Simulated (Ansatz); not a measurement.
Consider the following.

Ca:
```
Ca
1.0
    3.85268     0.00000     0.00000
   -1.92634     3.33652     0.00000
    0.00000     0.00000     6.34253
Ca
2
Cartesian
  0.00000   2.22435   1.58563
  1.92634   1.11217   4.75690
```

This is the PBEsol-relaxed structure. Tensor components refer to the Cartesian frame of this cell.

Question: All from PBEsol (plane waves, PAW; program Ansatz), unless another level is named. Predict the bulk modulus (Birch–Murnaghan fit).

Answer: 18.1 GPa.

Question: And the elastic constants (relaxed ions, GPa)?

Answer: C11 = 30.2, C12 = 15.4, C13 = 7.4, C33 = 41.7, C44 = 7.2.

Space group P6_3/mmc (hcp (Mg type)). The workflow started from an entry of the Crystallography Open Database (COD, 723 K), which files this formula under 3 space groups. It is not the phase usual at ambient conditions (space group No. 225). Symmetry was held in the PBEsol relaxation; whether a distortion lowers the energy is not shown. As this level gives no gap, shear constants depend on the k-mesh and smearing (Fermi–Dirac, 0.1 eV here).

Potentials: the later of the program's two PAW sets.
